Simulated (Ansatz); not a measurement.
## Rh, first-principles data

Rh (simple cubic, Pm-3m), a = b = c = 2.5125 Å, α = β = γ = 90.00°.

Space group Pm-3m (No. 221), simple cubic; conventional cell a = b = c = 2.5125 Å, α = β = γ = 90.00°.

Method: plane-wave PAW r²SCAN (Ansatz code). Geometry: relaxed at this level of theory. Other levels are named where they apply.

**Cell and energy**

```
Item                   Value
---------------  -----------
Volume per atom     15.86 Å³
Density          10.77 g/cm³
```

**Electronic structure**

```
Property                                                                    Value
------------------------------------  -------------------------------------------
Electronic character                                            metallic (no gap)
Density of states at the Fermi level  1.6 states/eV per atom (mean over ±0.08 eV)
Gap with spin–orbit coupling                                      none (metallic)
```

**Mechanics**

```
Property                                                                       Value
--------------------------------------------  --------------------------------------
Bulk modulus (Birch–Murnaghan fit)                                           203 GPa
Pressure derivative B′                                                           5.1
Elastic constants (relaxed ions, GPa)               C11 = 400, C12 = 104, C44 = 17.6
Mechanical stability                          stable (all eigenvalues of C positive)
Hill bulk and shear moduli                                          203 and 48.5 GPa
Young's modulus                                                              135 GPa
Poisson's ratio                                                                 0.39
Debye temperature from the elastic constants                                   284 K
```

The cell is a constructed one: a structure type filled with these elements; neither database checked (COD, Materials Project) lists it. It is not the phase usual at ambient conditions (space group No. 225). The r²SCAN relaxation kept the symmetry of its start; whether a distortion lowers the energy is not shown. The run is not spin-polarised. As this level gives no gap, shear constants depend on the k-mesh and smearing (Fermi–Dirac, 0.1 eV here). Spin–orbit coupling is left out wherever it is not named.

Potentials: the later of the program's two PAW sets.
